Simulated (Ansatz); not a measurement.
Level of theory: DFT PBE, scalar-relativistic, plane waves, PAW (Ansatz 0.2.0). The screen uses 420 eV, coarse Γ-centred meshes (up to 0.6 Å⁻¹ on the start cell), Gaussian smearing of 0.15 eV, tolerances of 0.08 eV/Å and 0.8 GPa and 16 steps at most, with the symmetry of each start kept. No spin polarisation. Energies are free energies per atom, good to about 0.1 eV/atom between metallic cells, end volumes are rough, and groups of ends are read at 0.1 Å.

The elements of AgSn₂SeI₃ can be put on the sites of a database cell of InRh3PbS2 (R-3m (No. 166)) in more than one way. Two unrelaxed cells with guessed sizes:

First order: Se on the In sites, I on the Rh sites, Ag on the Pb sites and Sn on the S sites.

```
Ag Sn Se I
1.0
     3.40798    1.96760    5.54149
    -3.40798    1.96760    5.54149
     0.00000   -3.93520    5.54149
Ag Sn Se I
1 2 1 3
Cartesian
  0.0000 0.0000 8.3122
  0.0000 0.0000 12.9958
  0.0000 0.0000 3.6287
  0.0000 0.0000 0.0000
  0.0000 1.9676 5.5415
  -1.7040 -0.9838 5.5415
  1.7040 -0.9838 5.5415
```

Second order: Ag on the In sites, I on the Rh sites, Se on the Pb sites and Sn on the S sites.

```
Ag Sn Se I
1.0
     3.40798    1.96760    5.54149
    -3.40798    1.96760    5.54149
     0.00000   -3.93520    5.54149
Ag Sn Se I
1 2 1 3
Direct
  0.00000 0.00000 0.00000
  0.78173 0.78173 0.78173
  0.21827 0.21827 0.21827
  0.50000 0.50000 0.50000
  0.50000 0.50000 0.00000
  0.00000 0.50000 0.50000
  0.50000 0.00000 0.50000
```

Task: Which order of the elements ends lower, and by how much?

Result: The first ends lower, by about 0.39 eV/atom. Both keep their space group. The first ends at 42.7 Å³/atom with a = 9.254 Å, c = 12.085 Å. Ag has 6 I at 3.35 Å and 2 Sn at 3.48 Å; around Sn lie 1 Se at 2.56 Å, 3 I at 3.05 Å and 1 Ag at 3.48 Å; Se is surrounded by 2 Sn at 2.56 Å; around I lie 2 Sn at 3.05 Å and 2 Ag at 3.35 Å. The second ends at 35.6 Å³/atom with a = 7.912 Å, c = 13.806 Å. Ag is surrounded by 2 Sn at 2.67 Å; around Sn lie 1 Ag at 2.67 Å and 3 I at 2.99 Å; Se has 6 I at 3.24 Å; around I lie 2 Sn at 2.99 Å and 2 Se at 3.24 Å.

Spin–orbit coupling, which can matter for I, is left out. Both are trial structures, held by their symmetry.
